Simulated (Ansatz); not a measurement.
YSn$_{3}$, DFT, PBEsol, all-electron PAW with datasets made for the crystal, scalar-relativistic (Ansatz 0.2.0), run on 1 thread of Arm Neoverse V1 on a shared host.

The geometry is COD entry 4343790, unchecked; take it as a test cell. The listed cell was then made from it by scaling, straining or moving an atom.

Command: `ansatz run input.yaml --threads 1 --pin off --max-ram 4096MiB --backend cpu --events-out ev --progress --plain --runs-dir out`

```yaml
crystal:
  lattice:
    - [4.666, -0.04666, -0.04666]
    - [-0.04666, 4.666, -0.04666]
    - [-0.04666, -0.04666, 4.666]
  atoms:
    - { symbol: "Y", position: [0.0, 0.0, 0.0] }
    - { symbol: Sn, position: [0.0, 0.5, 0.5] }
    - { symbol: Sn, position: [0.5, 0.0, 0.5] }
    - { symbol: Sn, position: [0.5, 0.5, 0.0] }
kpoints:
  mp_grid: { grid: [8, 8, 8] }
scf:
  occupations: { method: fermi_dirac, width: 0.05 }
hamiltonian:
  xc: pbesol
  pseudopotentials: { kind: all_electron, datasets: crystal }
output:
  forces: true
  stress: true
  eigenvalues: true
  efg: { contact_densities: true }
```

**Question.** How large is the problem that the program sets up?

**Answer.** 65 irreducible k-points, 979 plane waves at Γ, 32 bands.

**Question.** About how long does it take, and how much memory does it use?

**Answer.** 29 s of wall time for 9 SCF iterations, with a peak of 0.69 GiB. Times on shared machines scatter by tens of per cent.

**Question.** And the same cell and mesh by PAW with the default files, asked for forces, stress, eigenvalues, efg, write_density, write_potential, elf, on the same hardware?

**Answer.** 17 s, peak memory 0.51 GiB.
